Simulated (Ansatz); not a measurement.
ZnAu, DFT, PBEsol, all-electron LAPW, scalar-relativistic (Ansatz 0.2.0), run on 1 thread of Intel(R) Xeon(R) 6975P-C (Granite Rapids) on a shared host.

The cell is COD entry 1510322, as deposited and not checked against the literature; nothing was relaxed. The listed cell was then made from it by scaling, straining or moving an atom.

Command: `ansatz run input.yaml --threads 1 --pin off --max-ram 3072MiB --backend cpu --events-out ev --progress --plain --runs-dir out`

```yaml
crystal:
  lattice:
    - [3.147, 0.03147, 0.03147]
    - [0.03147, 3.147, 0.03147]
    - [0.03147, 0.03147, 3.147]
  atoms:
    - { symbol: Zn, position: [0.5, 0.5, 0.5] }
    - { symbol: Au, position: [0.0, 0.0, 0.0] }
kpoints:
  mp_grid: { grid: [13, 13, 13] }
  band_path:
    path:
      - [0.0, 0.0, 0.0]
      - [0.5, 0.5, 0.5]
      - [0.5193194925, 0.4806805075, 0.5]
      - [0.5, -0.4806805075, 0.4806805075]
      - [0.5, 0.0, 0.0]
      - [0.0, 0.0, 0.0]
      - [0.4903402537, -0.4903402537, 0.0]
      - [0.5096597463, 0.0, 0.4903402537]
      - [0.5, 0.0, 0.5]
    npoints: 5
scf:
  occupations: { method: fermi_dirac, width: 0.05 }
hamiltonian:
  xc: pbesol
  pseudopotentials: { kind: all_electron, lapw: { basis_error: 0.0005 } }
output:
  forces: true
  stress: true
  eigenvalues: true
```

Task: How large is the problem that the program sets up?

Result: 231 irreducible k-points, 353 plane waves at Γ, 38 bands.

Task: Estimate the wall time and the peak memory.

Result: 55 s of wall time for 10 SCF iterations, with a peak of 0.99 GiB. Times on shared machines scatter by tens of per cent.
